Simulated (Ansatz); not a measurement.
## Structure map: energy, volume and gap of polymorphs

Screening note. Relaxing one composition in several structure types shows which are competitive, which pressure would favour, and how volume and gap change with structure.

The reference row is CoGe, WC type, P-6m2. The reference is the lowest phase computed, which need not be the stable form in nature.

### Data

Where the numbers come from (Ansatz, a plane-wave PAW program): energy: PBE, total energy at 0 K with the change to a 700 eV cutoff added (comparable within one formula alone); volume per atom: PBE, relaxed cell; gap: PBE; bulk modulus: PBE, equation-of-state fit.

Working rules: ΔE = E − E_ref; ΔV = V − V_ref; temperature scale ΔE/k_B = 11.605 K/meV × ΔE.

```
crystal                          E (eV/atom)  V (Å³/atom)  gap (eV)  B₀ (GPa)  ΔE (meV/atom)  ΔV (Å³/atom)  ΔE/k_B (K)
-------------------------------  -----------  -----------  --------  --------  -------------  ------------  ----------
CoGe, CrB type, Cmcm               −4710.614        12.76      0.00       156           28.0         −1.21         320
CoGe, NbAs type, I4₁md             −4710.607        13.11      0.00       134           35.0         −0.86         410
CoGe, CsCl type                    −4710.588        12.57      0.00       154           54.0         −1.40         630
CoGe, WC type, P-6m2, reference    −4710.642        13.97      0.00       143            0.0          0.00           0
```

Started from generated or typed cells, with no claim that the phase is known: CoGe, CrB type, Cmcm; CoGe, NbAs type, I4₁md; CoGe, CsCl type; CoGe, WC type, P-6m2. Magnetic states: CoGe, CsCl type ferromagnetic, the lowest of the collinear orders tried. Run without spin polarisation: CoGe, CrB type, Cmcm, CoGe, NbAs type, I4₁md, CoGe, WC type, P-6m2. No gap (0.00) means none at this level, which can close a small real gap. Spin–orbit coupling is left out unless named.

### Worked example

The steps for CoGe, CrB type, Cmcm:

ΔE = 1000 × (−4710.614 − (−4710.642)) = 28.0 meV/atom; ΔV = 12.76 − 13.97 = −1.21 Å³/atom; ΔE/k_B: 11.605 × 28.0 = 320 K.

### Result

In order of ΔE, lowest first: CoGe, WC type, P-6m2 (0.0 ± 5.0), CoGe, CrB type, Cmcm (28.0 ± 5.0) ≈ CoGe, NbAs type, I4₁md (35.0 ± 5.0), CoGe, CsCl type (54.0 ± 5.0). The ± follows from allowances picked for this note (energy 0.004 eV/atom, 3 meV/atom on the figure itself), carried to first order and added in quadrature, each row's own inputs moving alone; ≈ joins neighbours closer than their two ± added in quadrature. At the edge of that rule, so that a last digit could turn the call: CoGe, CrB type, Cmcm and CoGe, NbAs type, I4₁md.

Denser than the reference, so favoured by pressure; with fixed volumes the enthalpies cross at P ≈ 0.1602 ΔE/|ΔV|: CoGe, CrB type, Cmcm 0.1602 × 28.0/1.21 = 3.7 GPa, CoGe, CsCl type 0.1602 × 54.0/1.40 = 6.2 GPa, CoGe, NbAs type, I4₁md 0.1602 × 35.0/0.86 = 6.5 GPa. Each is against the reference alone, so another phase may come first, and differences in compressibility move them.

### Caveats

Vibrational free energy is left out, and phases that were not computed could lie lower. Rows are a sample of the computed phases of this formula. Limits of the draw: a spread of over 30 meV/atom, none over 0.9 eV/atom above the reference, within 8 meV/atom of the lowest or within 3 meV/atom of a neighbour. As a rule kept out of such tables: 4f compounds, open-shell compounds run without a Hubbard term, cells found unstable in the tests at hand, cells close to a higher symmetry, and runs set to a pressure or over 12 % in volume from the crystal's fullest run.
